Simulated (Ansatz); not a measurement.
# Te2Mo: from a starting cell to a relaxed one

The start is a randomly generated symmetric cell of Te2Mo (space group No. 129). The cell and all atomic positions are relaxed at zero pressure with r2SCAN (plane waves to 500 eV, PAW, scalar-relativistic; Ansatz, a quantum-chemistry and plane-wave program). The first steps use a coarse 5×5×3 k-mesh.

Input geometry:
```yaml
crystal:
  lattice:
    - [5.05119, 0.00000, 0.00000]
    - [0.00000, 5.05119, 0.00000]
    - [0.00000, 0.00000, 8.72616]
  atoms:
    - { symbol: Mo, position: [0.00000, 0.50000, 0.80024] }
    - { symbol: Mo, position: [0.50000, 0.00000, 0.19976] }
    - { symbol: Te, position: [0.00000, 0.00000, 0.50000] }
    - { symbol: Te, position: [0.00000, 0.50000, 0.45136] }
    - { symbol: Te, position: [0.50000, 0.00000, 0.54864] }
    - { symbol: Te, position: [0.50000, 0.50000, 0.50000] }
```

```json
{
 "initial_pressure": "+19 GPa (positive: the cell is compressed)",
 "largest_initial_force": "about 1.7 eV/Å, on Mo1, Mo2 (atoms numbered as listed)",
 "energy_released": "3.51 eV/atom",
 "volume_change": "-35.5 %, from 37.11 to 23.94 Å³/atom",
 "optimiser_moves": "28"
}
```

Final values are on a 11×11×7 k-mesh of the relaxed cell. No spin polarisation in the result.

The run could not lower the symmetry of its start; a shaken copy of this end point relaxes with r2SCAN to P2₁/m (No. 11), 0.45 eV/atom lower.

The relaxed structure here is a generated cell of Te2Mo: the first start was made by a random draw of sites in a space group, and the end was not matched to a known phase here, so it may be hypothetical. Known forms of Te2Mo include space group No. 194.
